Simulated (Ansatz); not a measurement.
## In3Sb: distorted cells

The calculation used DFT PBEsol, scalar-relativistic, plane waves, PAW (Ansatz).

Settings: cutoff 420 eV, Γ-centred mesh 10×10×10 on the computed 4-atom cell, Gaussian smearing of 0.10 eV; no spin polarisation.

Reference cell:

```yaml
crystal:
  lattice:
    - [4.83696, 0.00000, 0.00000]
    - [0.00000, 4.83696, 0.00000]
    - [0.00000, 0.00000, 4.83696]
  atoms:
    - { symbol: In, position: [0.50000, 0.50000, 0.00000] }
    - { symbol: In, position: [0.50000, 0.00000, 0.50000] }
    - { symbol: In, position: [0.00000, 0.50000, 0.50000] }
    - { symbol: Sb, position: [0.00000, 0.00000, 0.00000] }
```

Each variant moves atoms of this cell by the vectors given, if any (Å), and then applies a symmetric strain (tensor components, Cartesian axes). The reference cell isn't relaxed at this level. Energies are per atom at zero smearing, counted from the lowest variant. Pressure is positive in compression.

1. strain (xx yy zz yz xz xy, %) 0.97 0.97 0.97 0.00 0.00 0.00
2. strain (xx yy zz yz xz xy, %) 4.55 4.55 4.55 0.00 0.00 0.00
3. strain (xx yy zz yz xz xy, %) -0.49 -0.49 -0.49 0.00 0.00 0.00
4. strain (xx yy zz yz xz xy, %) 3.71 3.71 3.71 0.00 0.00 0.00

Q: Order the variants by energy, lowest first.

A: 3 (0.0 meV/atom), 1 (22.7 meV/atom), 4 (90.4 meV/atom), 2 (116.7 meV/atom).

Q: Order them by pressure, highest first.

A: 3 (-2.22 GPa), 1 (-3.54 GPa), 4 (-5.25 GPa), 2 (-5.62 GPa).